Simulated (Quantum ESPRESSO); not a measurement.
# Al4O4FN: input and log of a self-consistent run

A calculation, not a measurement. The program is pw.x of Quantum ESPRESSO 7.5 (plane-wave density functional theory). The cell is made up: 10 atoms on a corundum lattice, with randomly drawn elements, strain and displacements, not relaxed. PseudoDojo standard norm-conserving files (v0.5 for PBE, v0.4.1 for LDA and PBEsol) set the functional; there is no spin polarisation, spin-orbit coupling or dispersion term, and the masses in the input are unused placeholders.

Input:

```
&control calculation='scf', pseudo_dir='./dojo.nc.sr.pbe.v0_5.standard.upf', outdir='./o', disk_io='low', tprnfor=.true., tstress=.true. /
&system ibrav=0, nat=10, ntyp=4, nbnd=30, ecutwfc=105.61755193, nosym=.true., tot_charge=0,
 occupations='smearing', smearing='fd', degauss=0.0018374661
/
&electrons conv_thr=7.350e-09, electron_maxstep=60, /
ATOMIC_SPECIES
Al 1.0 Al.upf
F 1.0 F.upf
N 1.0 N.upf
O 1.0 O.upf
CELL_PARAMETERS angstrom
2.405 1.4168 4.3193
-2.5487 1.4177 4.398
-0.0711 -2.8525 4.3644
ATOMIC_POSITIONS angstrom
Al -0.0611 -0.1146 4.7096
Al -0.0791 -0.0553 1.8993
Al -0.0571 0.0265 8.539
Al -0.1684 0.0465 11.175
O -1.003 1.3073 7.7498
F -0.89 -1.6513 7.6319
O 1.5892 0.1685 7.5856
O 0.809 -1.4902 5.5496
O 0.7036 1.4446 5.3949
N -1.6791 -0.1125 5.4681
K_POINTS automatic
7 7 7 1 1 1
```

The log is shortened where brackets say so; the opening notice, blank lines, dates and the lines on written files are dropped, and the path of the files is cut. It prints rydbergs, bohrs and kilobars, and counts compression as positive stress. With no partly filled state, the Fermi energy that it prints is only some level between the filled and the empty states on the mesh, and need not lie in the true gap.

```
     Program PWSCF v.7.5
     Parallel version (MPI & OpenMP), running on       4 processor cores
     Number of MPI processes:                 4
     Threads/MPI process:                     1
     [start-up lines left out]
     bravais-lattice index     =            0
     lattice parameter (alat)  =       9.7184  a.u.
     unit-cell volume          =     622.2395 (a.u.)^3
     number of atoms/cell      =           10
     number of atomic types    =            4
     number of electrons       =        48.00
     number of Kohn-Sham states=           30
     kinetic-energy cutoff     =     105.6176  Ry
     charge density cutoff     =     422.4702  Ry
     scf convergence threshold =      7.3E-09
     mixing beta               =       0.7000
     number of iterations used =            8  plain     mixing
     Exchange-correlation= PBE
                           (   1   4   3   4   0   0   0)
     [axes and pseudopotential details left out]
   Cartesian axes
     site n.     atom                  positions (alat units)
         1        Al     tau(   1) = (  -0.0118808  -0.0222839   0.9157777  )
         2        Al     tau(   2) = (  -0.0153809  -0.0107530   0.3693173  )
         3        Al     tau(   3) = (  -0.0111030   0.0051529   1.6604013  )
         4        Al     tau(   4) = (  -0.0327452   0.0090419   2.1729692  )
         5        O      tau(   5) = (  -0.1950325   0.2542034   1.5069420  )
         6        F      tau(   6) = (  -0.1730597  -0.3210939   1.4840165  )
         7        O      tau(   7) = (   0.3090186   0.0327647   1.4750135  )
         8        O      tau(   8) = (   0.1573094  -0.2897681   1.0791150  )
         9        O      tau(   9) = (   0.1368144   0.2809012   1.0490337  )
        10        N      tau(  10) = (  -0.3264996  -0.0218755   1.0632674  )
     number of k points=   172  Fermi-Dirac smearing, width (Ry)=  0.0018
     Number of k-points >= 100: set verbosity='high' to print them.
     Dense  grid:    91249 G-vectors     FFT dimensions: (  64,  72,  72)
     Estimated max dynamical RAM per process >     351.74 MB
     Estimated total dynamical RAM >       1.31 GB
     Initial potential from superposition of free atoms
     starting charge      47.9902, renormalised to      48.0000
     Starting wfcs are   40 randomized atomic wfcs
     total cpu time spent up to now is       11.1 secs
     per-process dynamical memory:   312.2 Mb
     Self-consistent Calculation
     iteration #  1     ecut=   105.62 Ry     beta= 0.70
     Davidson diagonalization with overlap
     ethr =  1.00E-02,  avg # of iterations =  3.3
     total cpu time spent up to now is       36.3 secs
     total energy              =    -220.90367123 Ry
     estimated scf accuracy    <       2.35721758 Ry
     iteration #  2     ecut=   105.62 Ry     beta= 0.70
     Davidson diagonalization with overlap
     ethr =  4.91E-03,  avg # of iterations =  2.3
     total cpu time spent up to now is       61.4 secs
     total energy              =    -221.56545106 Ry
     estimated scf accuracy    <       1.76465628 Ry
     iteration #  3     ecut=   105.62 Ry     beta= 0.70
     Davidson diagonalization with overlap
     ethr =  3.68E-03,  avg # of iterations =  2.0
     total cpu time spent up to now is       83.3 secs
     total energy              =    -221.87890163 Ry
     estimated scf accuracy    <       0.03418925 Ry
     iteration #  4     ecut=   105.62 Ry     beta= 0.70
     Davidson diagonalization with overlap
     ethr =  7.12E-05,  avg # of iterations =  8.9
     total cpu time spent up to now is      114.8 secs
     total energy              =    -221.89481478 Ry
     estimated scf accuracy    <       0.00774676 Ry
     iteration #  5     ecut=   105.62 Ry     beta= 0.70
     Davidson diagonalization with overlap
     ethr =  1.61E-05,  avg # of iterations =  4.4
     total cpu time spent up to now is      140.9 secs
     total energy              =    -221.89554392 Ry
     estimated scf accuracy    <       0.00243929 Ry
     [iterations 6 to 8 left out]
     iteration #  9     ecut=   105.62 Ry     beta= 0.70
     Davidson diagonalization with overlap
     ethr =  1.24E-08,  avg # of iterations =  2.0
     total cpu time spent up to now is      231.6 secs
     total energy              =    -221.89564297 Ry
     estimated scf accuracy    <       0.00000230 Ry
     iteration # 10     ecut=   105.62 Ry     beta= 0.70
     Davidson diagonalization with overlap
     ethr =  4.79E-09,  avg # of iterations =  2.0
     total cpu time spent up to now is      251.4 secs
     total energy              =    -221.89564306 Ry
     estimated scf accuracy    <       0.00000026 Ry
     iteration # 11     ecut=   105.62 Ry     beta= 0.70
     Davidson diagonalization with overlap
     ethr =  5.32E-10,  avg # of iterations =  3.8
     total cpu time spent up to now is      275.3 secs
     total energy              =    -221.89564317 Ry
     estimated scf accuracy    <       0.00000005 Ry
     iteration # 12     ecut=   105.62 Ry     beta= 0.70
     Davidson diagonalization with overlap
     ethr =  1.10E-10,  avg # of iterations =  2.0
     total cpu time spent up to now is      294.9 secs
     total energy              =    -221.89564317 Ry
     estimated scf accuracy    <       0.00000002 Ry
     iteration # 13     ecut=   105.62 Ry     beta= 0.70
     Davidson diagonalization with overlap
     ethr =  3.96E-11,  avg # of iterations =  2.0
     total cpu time spent up to now is      314.9 secs
     End of self-consistent calculation
     Number of k-points >= 100: set verbosity='high' to print the bands.
     the Fermi energy is    10.0901 ev
!    total energy              =    -221.89564317 Ry
     estimated scf accuracy    <          1.7E-09 Ry
     smearing contrib. (-TS)   =       0.00000000 Ry
     internal energy E=F+TS    =    -221.89564317 Ry
     The total energy is F=E-TS. E is the sum of the following terms:
     one-electron contribution =     -46.99555392 Ry
     hartree contribution      =      57.54991088 Ry
     xc contribution           =     -60.37766784 Ry
     ewald contribution        =    -172.07233229 Ry
     convergence has been achieved in  13 iterations
     Forces acting on atoms (cartesian axes, Ry/au):
     atom    1 type  1   force =     0.04861610   -0.01883530    0.02947587
     atom    2 type  1   force =     0.08484189   -0.07865266   -0.05762669
     atom    3 type  1   force =     0.05252371    0.04580507    0.05791328
     atom    4 type  1   force =    -0.06238418   -0.00104943   -0.06230247
     atom    5 type  4   force =    -0.06124077    0.07036135   -0.04572773
     atom    6 type  2   force =     0.01429757    0.04059436    0.01682289
     atom    7 type  4   force =     0.01751536   -0.04585782   -0.00035056
     atom    8 type  4   force =     0.04213620   -0.01037761   -0.00045538
     atom    9 type  4   force =    -0.03227483    0.04033829   -0.01173572
     atom   10 type  3   force =    -0.10403104   -0.04232625    0.07398653
     Total force =     0.272751     Total SCF correction =     0.000012
     Computing stress (Cartesian axis) and pressure
          total   stress  (Ry/bohr**3)                   (kbar)     P=       -9.47
  -0.00015420  -0.00030611   0.00046946          -22.68      -45.03       69.06
  -0.00030611  -0.00031614   0.00024615          -45.03      -46.51       36.21
   0.00046946   0.00024615   0.00027717           69.06       36.21       40.77
     init_run     :     10.75s CPU     11.02s WALL (       1 calls)
     electrons    :    303.17s CPU    303.80s WALL (       1 calls)
     forces       :      2.56s CPU      2.57s WALL (       1 calls)
     stress       :      8.91s CPU      8.91s WALL (       1 calls)
     [timing details left out]
     PWSCF        :   5m25.60s CPU   5m26.54s WALL
     JOB DONE.
```

In other units: free energy -3019.044 eV for the cell, pressure -0.95 GPa, largest force component 2.675 eV/Å. This run is the check on a run of the same cell at a cutoff of 1143 eV and k mesh 5 x 5 x 5: rerunning at a cutoff of 1437 eV and k mesh 7 x 7 x 7 moved values by no more than 0.003 eV in energy, 0.02 GPa in stress and 0.002 eV/Å in force.